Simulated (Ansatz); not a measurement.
Si2Mo (MoSi2 or CaC2 type, space group No. 139) at seven volumes, the program Ansatz at the r²SCAN level (PAW), shape and atoms relaxed at each. One row is withheld.

```
V (Å³/atom)  P (GPa)
-----------  -------
12.155         25.26
12.556             ?
12.957          7.09
13.357          0.00
13.758         -6.01
14.159        -11.11
14.559        -15.42
```

Fit the shown pressures and predict the withheld one.

P = (3/2)B₀(x^(7/2) − x^(5/2))[1 + (3/4)(B′ − 4)(x − 1)] with x = (V₀/V)^(2/3). Least squares on the six rows gives V₀ = 13.358 Å³/atom, B₀ = 217 GPa, B′ = 4.45. At V = 12.556, x = 1.0421 and P = 15.42 GPa. The run itself gave 15.44 GPa.

Space group I4/mmm (MoSi2 or CaC2 type). The cell was relaxed with r²SCAN under the symmetry of its start; of distortions, only those at the zone centre were tested. The run is not spin-polarised.

Potentials: the later of the program's two PAW sets.
